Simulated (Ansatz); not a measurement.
## Sn2Bi: reading a single point

```
Sn Bi
1.0
    -3.52700    3.52700    3.14278
     3.52700   -3.52700    3.14278
     3.52700    3.52700   -3.14278
Sn Bi
4 2
Direct
  0.66500 0.16500 0.83000
  0.16500 0.33500 0.50000
  0.33500 0.83500 0.17000
  0.83500 0.66500 0.50000
  0.25000 0.25000 0.00000
  0.75000 0.75000 0.00000
```

Level: r2SCAN, no spin polarisation; 500 eV; 7×7×7 Γ-centred mesh; fermi-dirac occupations (width 0.1 eV); Ansatz 0.2.0, fixed geometry.

Question: Metal or insulator?

Answer: It is a metal, with about 3.3 states/eV a cell as the mean within 0.25 eV of the Fermi level, mostly Sn p (67 %) and Bi p (17 %).

Question: Is it stable against the elements?

Answer: 0.59 eV an atom against the elements' usual phases (free molecules for gases, crystals otherwise, with no correction for O₂ or N₂), so at this geometry it isn't bound against them. Relaxing would lower it.

Question: Describe some of the short contacts.

Answer: Sn–Bi at 3.07 Å: least valence density 0.24 e/Å³ and ELF 0.38 there. Bi–Bi at 3.14 Å: least valence density 0.23 e/Å³ and ELF 0.27 there. Sn–Sn at 3.29 Å: least valence density 0.18 e/Å³ and ELF 0.50 there. Both are smooth PAW fields, read partly inside the augmentation spheres.

Question: What does the stress say?

Answer: The pressure is 14.1 GPa (compression positive), so with the atoms held at these fractions the cell would first expand; the forces are large, so a full relaxation may end otherwise. The principal stresses 12.7, 12.7, 17.1 GPa differ, so its shape would change too.

Origin: a known structure type with other elements, at an estimated volume, so it need not be a known compound.
